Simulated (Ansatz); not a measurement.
ScOF:
```xyz
6
Lattice="3.5776 0.0000 0.0000 0.0000 3.5776 0.0000 0.0000 0.0000 5.0946" Properties=species:S:1:pos:R:3 pbc="T T T"
Sc     1.7888     0.0000     3.6031
Sc     0.0000     1.7888     1.4915
O      0.0000     0.0000     2.5473
O      1.7888     1.7888     2.5473
F      1.7888     1.7888     0.0000
F      0.0000     0.0000     0.0000
```

Relaxed with PBEsol. Special points in fractions of this cell's reciprocal vectors: Γ (0.000, 0.000, 0.000); X (0.000, 0.500, 0.000); M (0.500, 0.500, 0.000); Z (0.000, 0.000, 0.500); R (0.000, 0.500, 0.500); A (0.500, 0.500, 0.500).

Q: List the band energies nearest the valence-band maximum at these points for PBEsol (plane waves, PAW; program Ansatz).

A: In eV from the valence-band maximum; about four levels below and three above (degenerate sets whole), none deeper than 8.9 eV; points with the same levels are listed once.

```tsv
k	below	above
Γ	-1.41 -0.67 -0.24 -0.24	4.42 4.74 5.22
X	-1.94 -1.94 -0.70 -0.70	4.73 4.73 5.28 5.28
M	-0.67 -0.67 -0.22 -0.22	4.59 4.59 5.46 5.46
Z	-2.13 -2.13 -0.12 -0.12	4.56 4.71 5.33
R	-1.98 -1.98 -1.32 -1.32	4.96 4.96 5.07 5.07
A	-1.17 -1.17 -0.28 -0.28	4.77 4.77 5.40 5.40
```

Space group P4/nmm. The workflow started from a Materials Project entry (that database holds measured and hypothetical structures alike); the Crystallography Open Database copy checked does not list it. Its standing as an ambient phase is unchecked. The PBEsol relaxation kept the symmetry of its start. At this level the phase is dynamically unstable (imaginary phonons). The run is not spin-polarised.

Potentials: the later of the program's two PAW sets.
